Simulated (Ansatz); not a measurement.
Given:

CaO:
```
CELL_PARAMETERS angstrom
      0.00000     2.41541     2.41541
      2.41541     0.00000     2.41541
      2.41541     2.41541     0.00000
ATOMIC_POSITIONS crystal
  Ca 0.00000 0.00000 0.00000
  O  0.50000 0.50000 0.50000
```

This is the PBE-relaxed structure.

Q: All from the program Ansatz at the PBE level (PAW), unless another level is named. Give the hole effective mass, band 1 of 3 at the edge.

A: 2.9 along [100], 2.9 along [110], 1.4 along [111] (mₑ).

Q: Next, the smallest direct gap on the standard path?

A: 4.03 eV.

Q: And the weight of the conduction-edge state by species (Voronoi cells)?

A: Ca 71 %, O 29 %.

Q: Predict the conduction-band minimum.

A: at X (3 equivalent valleys).

Space group Fm-3m (rock salt). The cell was relaxed with PBE under the symmetry of its start.

Potentials: the earlier of the program's two PAW sets.
